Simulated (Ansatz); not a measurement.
**Relaxing a structure of NiGe**

The start is a relaxed NiGe cell, doubled along one cell vector, shaken by Gaussian noise of σ = 0.08 Å a coordinate. A full variable-cell relaxation at zero pressure is run with PBEsol (plane waves to 420 eV, PAW, scalar-relativistic; Ansatz, an electronic-structure program). First-step values are on the input's coarse k-mesh.

Ansatz input (later rounds restart from its end on a renewed k-mesh):
Ansatz 0.2 input:
```yaml
crystal:
  lattice:
    - [2.0708113131, -2.0712378952, 0]
    - [2.0708113131, 2.0712378952, 0]
    - [0, 0, 5.8572291428]
  atoms:
    - { symbol: Ni, position: [0.0373539262, 0.0231274619, 0.2341103001] }
    - { symbol: Ni, position: [0.0160534158, -0.0180274323, 0.7655809992] }
    - { symbol: Ge, position: [0.4896731117, 0.5628924141, -0.0130765296] }
    - { symbol: Ge, position: [0.5257422706, 0.4853320501, 0.4935830484] }
basis: { ecutwfc: 420, ecutrho_ratio: 4, xc_grid: 2, fft_grid_basis: typed }
kpoints: { mp_grid: { grid: [8, 8, 4] } }
hamiltonian:
  xc: pbesol
  dispersion: none
  pseudopotentials: { kind: paw }
scf: { occupations: { method: fermi_dirac, width: 0.05 } }
relax: { f_tol: 0.01, max_steps: 100, cell: { stress_tol: 0.02 } }
output: { forces: true, stress: true }
```

Problem. Which atoms feel the largest initial force, and how large is it?

Solution. About 1.4 eV/Å, on Ge3 (atoms numbered as listed).

Problem. Is the parent structure recovered?

Solution. It relaxes back to the parent, Pm-3m (No. 221).

Problem. How do the shortest distances between atoms change?

Solution. The closest pairs of elements (up to four, under 3.6 Å), start → end: Ge–Ni 2.26 → 2.54 Å; Ni–Ni 2.75 → 2.93 Å; Ge–Ge 2.90 → 2.93 Å.

Problem. What band gap does the relaxed structure have at this level?

Solution. No gap (metallic).

The end point of the relaxation:

Space group Pm-3m (No. 221); a = b = c = 2.9288 Å, α = β = γ = 90.00°

```csv
atom,site,symmetry,x,y,z
Ni,1a,m-3m,0.0000,0.0000,0.0000
Ge,1b,m-3m,0.5000,0.5000,0.5000
```

Final values are on a 16×16×16 k-mesh of the relaxed cell. No spin polarisation in the result. A magnetic state may lie lower.

The relaxed structure here is a generated cell of NiGe: the first start was made by placing the elements on the sites of a structure type, and the end was not matched to a known phase here, so it may be hypothetical.
